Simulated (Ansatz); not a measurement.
Ga:
```
Ga
1.0
    0.00000     2.93917     2.93917
    2.93917     0.00000     2.93917
    2.93917     2.93917     0.00000
Ga
2
Direct
  0.00000   0.00000   0.00000
  0.25000   0.25000   0.25000
```

Relaxed with PBE. Special points in fractions of this cell's reciprocal vectors: Γ (0.000, 0.000, 0.000); X (0.500, 0.000, 0.500); U (0.625, 0.250, 0.625); K (0.375, 0.375, 0.750); L (0.500, 0.500, 0.500); W (0.500, 0.250, 0.750).

Question: List the band energies nearest the Fermi level at these points for PBE (plane waves, PAW; program Ansatz).

Answer: In eV from the Fermi level; about four levels below and three above (degenerate sets whole), none deeper than 8.9 eV; points with the same levels are listed once.

| k | below | above |
|---|---|---|
| Γ | – | 2.74 2.74 2.74 |
| X | -5.48 -5.48 -0.47 -0.47 | 2.80 2.80 11.70 11.70 |
| U | -5.88 -4.92 -1.86 -0.01 | 3.23 6.12 9.33 |
| L | -7.15 -4.59 | 1.29 1.29 2.89 |
| W | -5.34 -5.34 -1.41 -1.41 | 6.51 6.51 6.60 6.60 |

Space group Fd-3m (diamond). The start of the workflow was typed in or built on a structure type; neither database checked (COD, Materials Project) lists it. It is not the phase usual at ambient conditions (space group No. 64). The cell was relaxed with PBE under the symmetry of its start; whether a distortion lowers the energy is not shown. The volume moved by -17 % from the start of the relaxation. Scalar-relativistic: spin–orbit coupling is off unless named, which matters more the heavier the elements.

Potentials: the earlier of the program's two PAW sets.
